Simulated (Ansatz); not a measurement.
The start is a relaxed Cr cell displaced along its unstable phonon at q = (½, 0, 0) of its primitive reciprocal cell (173i cm⁻¹), largest move 0.15 Å. The structure is fully relaxed (lattice and positions, P = 0) with PBE (plane waves to 420 eV, PAW, scalar-relativistic; Ansatz, a quantum-chemistry and plane-wave program). The first steps use a coarse 7×14×14 k-mesh.

Starting cell:
```yaml
crystal:
  lattice:
    - [4.68074, 0.00000, 0.00000]
    - [0.00000, 2.34037, 0.00000]
    - [0.00000, 0.00000, 2.34037]
  atoms:
    - { symbol: Cr, position: [0.00000, 0.00000, 0.93591] }
    - { symbol: Cr, position: [0.50000, 0.00000, 0.06409] }
```

What is the largest force in the starting geometry, and on which atom (counted from 1)?

0.67 eV/Å, on Cr1, Cr2 (atoms numbered as listed).

By how much does the energy per atom fall from start to end?

0.23 eV/atom.

How does the volume per atom move from start to end?

-3.9 %, from 12.82 to 12.32 Å³/atom.

Does it find its way back to the structure it was made from?

It does not go back: it reaches Cmmm (No. 65), 0.28 eV/atom below the parent.

How do the shortest distances between atoms change?

The closest pairs of elements (up to four, under 3.6 Å), start → end: Cr–Cr 2.34 → 2.25 Å.

What band gap does the relaxed structure have at this level?

Zero (metallic).

Give the final cell and atomic positions.


```cif
data_Cr2
_chemical_formula_sum 'Cr2'
_space_group_name_H-M_alt 'Cmmm'
_space_group_IT_number 65
_space_group_name_Hall '-C 2 2'
_cell_length_a 2.40640
_cell_length_b 4.55450
_cell_length_c 2.24779
_cell_angle_alpha 90.000
_cell_angle_beta 90.000
_cell_angle_gamma 90.000
loop_
_atom_site_label
_atom_site_type_symbol
_atom_site_symmetry_multiplicity
_atom_site_Wyckoff_symbol
_atom_site_fract_x
_atom_site_fract_y
_atom_site_fract_z
_atom_site_occupancy
Cr1 Cr 2 a 0.00000 0.00000 0.00000 1
```
(The calculation used a cell of 1 atom; values per cell refer to that cell.)

Final values are on a 22×22×20 k-mesh of the relaxed cell. No spin polarisation in the result. A magnetic state may lie lower.

The run could not lose the symmetry of its start: the end is stationary, and may be a saddle point rather than a minimum.

The relaxed structure here is a generated cell of Cr: the first start was made by placing the elements on the sites of a structure type, and the end was not matched to a known phase here, so it may be hypothetical. Known forms of Cr include space group No. 229.
